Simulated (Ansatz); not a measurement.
GaN (wurtzite)

```xyz
4
Lattice="3.2186 0.0000 0.0000 -1.6093 2.7874 0.0000 0.0000 0.0000 5.2435" Properties=species:S:1:pos:R:3 pbc="T T T"
Ga     1.6093     0.9291     0.0051
Ga     0.0000     1.8583     2.6268
N      1.6093     0.9291     3.2732
N      0.0000     1.8583     0.6514
```

The slice is a (1 -1 0 0) plane (indices of the conventional cell) through the point (0.667, 0.333, 0.624) (fractional), spanned by u = [110] and v = [001] in vectors of this cell: u (3.22 Å) and v (5.24 Å, at 90° to u). It covers one period; positions are fractions (u, v).

Computed with PBE (plane waves to 420 eV, PAW, scalar-relativistic; Ansatz, a first-principles code). k mesh 12×12×6. These are valence fields of a PAW run, semicore shells included where kept as valence: close to a nucleus they are smooth pseudo fields. GaN was relaxed with its symmetry unable to fall. The PAW data are Ansatz's earlier set.

Three fields on this plane, each scaled to ten steps between its own extremes (0 low, 9 high; the total valence density on a logarithmic scale, the potential cut 8 eV below its top; x marks points blanked near nuclei; v = 0 in the bottom row):

Map A
```
|xxx4300034xx|
|xxx4100014xx|
|x56510001565|
|998630003689|
|999764346799|
|999887778899|
|788999999988|
|346899999864|
|000588888500|
|xx006777600x|
|xxx0377730xx|
|xxx0178710xx|
|xxx0178710xx|
|xxx0378730xx|
|xx006898600x|
|001589998510|
|x25899999852|
|xxx7998997xx|
|xxx5877785xx|
|xxx3643463xx|
```

Map B
```
|xxx9765679xx|
|xxx8666668xx|
|x97656665679|
|554445554445|
|222233433222|
|001123332110|
|111233433211|
|333345554333|
|665556665556|
|xx866777668x|
|xxx8777778xx|
|xxx8666668xx|
|xxx8544458xx|
|xxx7432347xx|
|xx853101358x|
|987420002478|
|x98531013589|
|xxx7421247xx|
|xxx8533358xx|
|xxx9654569xx|
```

Map C
```
|xxx9521259xx|
|xxx8322238xx|
|x98522222589|
|654211211245|
|111111111111|
|000012221000|
|000123432100|
|111245654211|
|222357775322|
|xx226888622x|
|xxx2578752xx|
|xxx2367632xx|
|xxx2244422xx|
|xxx2122212xx|
|xx211000112x|
|443210001234|
|x98520002589|
|xxx8410148xx|
|xxx9521259xx|
|xxx9621269xx|
```

### Question
Assign the maps to these fields: electron localisation function (ELF); valence electron density; electrostatic potential energy of an electron, from the cell's mean.

### Answer
A is the electrostatic potential energy of an electron, from the cell's mean; B is the valence electron density; C is the electron localisation function (ELF).
